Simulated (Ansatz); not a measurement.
CoC:
```cif
data_CCo
_chemical_formula_sum 'Co1 C1'
_space_group_name_H-M_alt 'P 1'
_space_group_IT_number 1
_cell_length_a 2.81626
_cell_length_b 2.81626
_cell_length_c 2.81626
_cell_angle_alpha 60.000
_cell_angle_beta 60.000
_cell_angle_gamma 60.000
loop_
_space_group_symop_operation_xyz
  'x, y, z'
loop_
_atom_site_label
_atom_site_type_symbol
_atom_site_fract_x
_atom_site_fract_y
_atom_site_fract_z
_atom_site_occupancy
Co1 Co 0.00000 0.00000 0.00000 1
C1 C 0.50000 0.50000 0.50000 1
```
The run is spin-polarised; directions of the spins, atom by atom: ↑ 0.

Relaxed with r²SCAN.

Question: Tabulate the valence density and the electron localisation function along the shortest Co–C contact (1.99 Å), the program Ansatz at the r²SCAN level (PAW).

Answer: 

| distance from Co (Å) | density (e/Å³) | ELF |
|---|---|---|
| 0.20 | 37.52 | 0.72 |
| 0.30 | 24.43 | 0.61 |
| 0.40 | 13.84 | 0.47 |
| 0.50 | 7.06 | 0.34 |
| 0.60 | 3.44 | 0.24 |
| 0.70 | 1.74 | 0.18 |
| 0.80 | 1.02 | 0.16 |
| 0.90 | 0.74 | 0.19 |
| 1.00 | 0.67 | 0.32 |
| 1.10 | 0.71 | 0.54 |
| 1.19 | 0.82 | 0.72 |
| 1.29 | 0.99 | 0.79 |
| 1.39 | 1.21 | 0.77 |
| 1.49 | 1.43 | 0.69 |
| 1.59 | 1.58 | 0.51 |
| 1.69 | 1.62 | 0.27 |
| 1.79 | 1.54 | 0.09 |

The density is the valence pseudo-density with augmentation charge, so density and ELF within about 1 Å of a nucleus are not all-electron values.

Space group Fm-3m (rock salt). The start of the workflow was typed in or built on a structure type; neither database checked (COD, Materials Project) lists it. Its standing as an ambient phase is unchecked. The r²SCAN relaxation kept the symmetry of its start; its stability against distortions is not shown here. Magnetic state: ferromagnetic, the only order run, not a proven ground state. The cell computed holds one magnetic atom, so no antiferromagnetic order was within reach. Its formation energy is positive at this level, so the cell may be metastable or incomplete. Other orbital occupations within this spin state were not tried.

Potentials: the earlier of the program's two PAW sets.
